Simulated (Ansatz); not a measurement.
## Band table of Pd (fcc type)

```
Pd
1.0
     0.00000    1.47177    1.47177
     1.47177    0.00000    1.47177
     1.47177    1.47177    0.00000
Pd
1
Direct
  0.00000 0.00000 0.00000
```

The cell comes from a relaxation on PAW files under the same functional.

Level of theory: DFT with LDA, scalar-relativistic, in Ansatz 0.2.0; a Γ-centred 19×19×19 k mesh, Fermi–Dirac smearing of 0.08 eV, no spin polarisation. LAPW: all electrons, basis error target 1 meV/atom.

This run: volume at 0.45 of the series' base cell.

Path points, in fractions of the reciprocal vectors: Γ (0.000, 0.000, 0.000), X (0.500, 0.000, 0.500), U (0.625, 0.250, 0.625), K (0.375, 0.375, 0.750), L (0.500, 0.500, 0.500), W (0.500, 0.250, 0.750). The distance column jumps between branches of the path. Levels in eV from the Fermi level; bands 14 to 19, counted from the lowest band of the run. The gap is zero, the pressure 1335 GPa.

```
# k(1/Å) point b14 b15 b16 b17 b18 b19
0.000 Γ -14.44 -10.61 -10.61 -10.61 -4.66 -4.66
0.267 - -13.98 -11.06 -10.30 -10.30 -5.21 -4.52
0.534 - -12.85 -12.21 -9.39 -9.39 -6.44 -4.11
0.800 - -13.66 -12.33 -7.93 -7.93 -6.78 -3.46
1.067 - -15.11 -13.71 -6.02 -6.02 -4.69 -2.63
1.334 - -16.36 -15.63 -3.80 -3.80 -1.72 -1.43
1.601 - -17.30 -17.27 -1.49 -1.49 -0.88 2.00
1.868 - -18.33 -17.89 -0.27 0.48 0.48 4.81
2.135 X -18.69 -18.08 -0.05 1.31 1.31 5.95
2.229 - -18.64 -18.02 -0.15 0.95 1.27 6.34
2.323 - -18.51 -17.83 -0.43 0.11 1.16 7.28
2.418 - -18.34 -17.47 -0.93 -0.87 0.98 8.48
2.512 - -18.13 -16.96 -2.03 -1.42 0.72 9.80
2.606 - -17.89 -16.30 -3.12 -2.05 0.41 11.18
2.701 - -17.62 -15.53 -4.19 -2.73 0.03 12.59
2.795 - -17.31 -14.68 -5.22 -3.41 -0.40 13.30
2.889 U -16.95 -13.79 -6.21 -4.09 -0.87 12.55
4.196 K -16.95 -13.79 -6.21 -4.09 -0.87 12.55
4.479 - -15.69 -11.20 -8.80 -5.90 -2.49 10.62
4.762 - -14.18 -10.76 -9.50 -7.19 -4.26 8.69
5.045 - -12.62 -12.02 -9.05 -7.81 -5.99 5.43
5.328 - -12.54 -11.53 -9.20 -7.75 -7.55 1.24
5.611 - -12.38 -11.76 -9.02 -8.85 -7.09 -2.46
5.894 - -12.81 -11.73 -9.81 -9.39 -6.06 -4.37
6.177 - -13.94 -10.96 -10.41 -10.26 -5.08 -4.68
6.460 Γ -14.44 -10.61 -10.61 -10.61 -4.66 -4.66
6.692 - -14.10 -10.80 -10.45 -10.45 -4.81 -4.81
6.923 - -13.45 -10.94 -10.05 -10.05 -5.12 -5.12
7.154 - -13.65 -9.77 -9.69 -9.69 -5.17 -5.17
7.385 - -14.46 -9.74 -9.74 -7.49 -4.53 -4.53
7.616 - -15.28 -10.13 -10.13 -4.83 -3.24 -3.24
7.847 - -15.93 -10.58 -10.58 -2.23 -1.74 -1.74
8.078 - -16.34 -10.90 -10.90 -0.52 -0.52 -0.26
8.309 L -16.48 -11.02 -11.02 -0.04 -0.04 0.48
8.498 - -16.25 -11.27 -10.81 -1.98 -0.10 2.52
8.686 - -15.64 -11.93 -10.17 -4.05 -0.30 4.89
8.875 - -14.79 -12.78 -9.11 -5.98 -0.57 7.32
9.064 - -13.86 -13.62 -7.75 -7.72 -0.83 9.73
9.252 - -14.31 -12.96 -9.19 -6.47 -0.78 12.04
9.441 - -14.79 -12.15 -10.34 -5.81 -0.10 14.13
9.630 - -15.06 -11.56 -11.07 -5.76 0.88 15.83
9.818 W -15.14 -11.33 -11.33 -5.82 1.33 16.58
9.952 - -15.34 -12.79 -9.76 -5.54 1.33 15.69
10.085 - -15.86 -14.10 -8.09 -4.81 1.33 14.52
10.219 - -16.53 -15.26 -6.34 -3.80 1.33 13.12
10.352 - -17.22 -16.25 -4.55 -2.70 1.32 11.54
10.485 - -17.83 -17.04 -2.73 -1.66 1.32 9.87
10.619 - -18.30 -17.61 -0.97 -0.81 1.32 8.18
10.752 - -18.59 -17.97 -0.25 0.58 1.31 6.68
10.886 X -18.69 -18.08 -0.05 1.31 1.31 5.95
```
